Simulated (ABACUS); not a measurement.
Band structure of CaO (Fm-3m, 2 atoms in the cell; from Materials Project mp-2605, lattice scaled a little).

```yaml
crystal:
  lattice:
    - [0.00000, 2.38120, 2.38120]
    - [2.38120, 0.00000, 2.38120]
    - [2.38120, 2.38120, 0.00000]
  atoms:
    - { symbol: Ca, position: [0.00000, 0.00000, 0.00000] }
    - { symbol: O, position: [0.50000, 0.50000, 0.50000] }
```

Computed with PBE, numerical atomic orbitals DZP (confined pseudo-atomic orbitals; energy shift 0.01 Ry), PseudoDojo 0.5 standard norm-conserving PBE (tails mended) pseudopotentials (ABACUS).

Settings: basis = DZP numerical atomic orbitals, energy shift 0.01 Ry; KPT = Gamma 8 8 8 0.5 0.5 0.5; basis_type = lcao; ecutwfc = 100 Ry; smearing_method = fixed; potentials = PseudoDojo 0.5 standard norm-conserving PBE (tails mended); symmetry = 1; nbands = 14; ks_solver = genelpa; scf_nmax = 100; scf_thr = 1.0e-06; mixing_type = broyden.

The atom-centred basis is finite, which shifts total energies and pressures against plane waves. The structure comes from a collection of computed structures, made at another level of theory; the collection holds predicted forms beside known ones. Its lattice was then scaled.

### Question
Predict the gap along the standard path and the places of the band edges.

### Answer
The gap along the path is 3.61 eV, from Γ to X; the smallest direct gap on it is 4.00 eV.

Points are given in units of this cell's reciprocal vectors. Levels in eV from the top of the valence band on the path, bands 5 to 9:
```csv
point,5,6,7,8,9
Γ (0 0 0),-15.54,0.00,0.00,0.00,4.97
X (0.5 0 0.5),-15.30,-1.33,-0.39,-0.39,3.61
W (0.5 0.25 0.75),-14.88,-1.34,-1.09,-1.09,6.36
K (0.375 0.375 0.75),-14.90,-1.38,-1.24,-0.83,5.15
L (0.5 0.5 0.5),-14.24,-2.73,-1.28,-1.28,7.13
U (0.625 0.25 0.625),-14.90,-1.38,-1.24,-0.83,5.15
```

Higher empty bands are left out: an atom-centred basis made for the valence describes them poorly.

The atomic orbitals were generated for these runs; they are not ABACUS's published sets and were checked against plane waves on a few crystals only.

“Tails mended”: in these copies of the files the far tail of each local potential was reset to the Coulomb form.
